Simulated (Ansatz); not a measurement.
Zr (dhcp): energy against volume

These are results of DFT, PBE, plane waves (420 eV) with PAW, scalar-relativistic (Ansatz 0.2.0), not measurements.

The cell is scaled uniformly from the relaxed one, with fractional coordinates and shape fixed. Energies are extrapolated to zero smearing, pressures are those at the given smearing. Magnetic state: spin not included.

A Birch-Murnaghan fit gives V₀ = 23.40 Å³/atom, B₀ = 90 GPa, B₀′ = 3.2.

Task: What are the energy above the minimum and the pressure at 20.613 Å³/atom?

Result: 111.3 meV/atom and 14.22 GPa as computed.

Task: What are the energy above the minimum and the pressure at 21.550 Å³/atom?

Result: 46.1 meV/atom and 8.66 GPa as computed.

Task: What are the energy above the minimum and the pressure at 24.360 Å³/atom?

Result: 10.5 meV/atom and -3.28 GPa as computed.
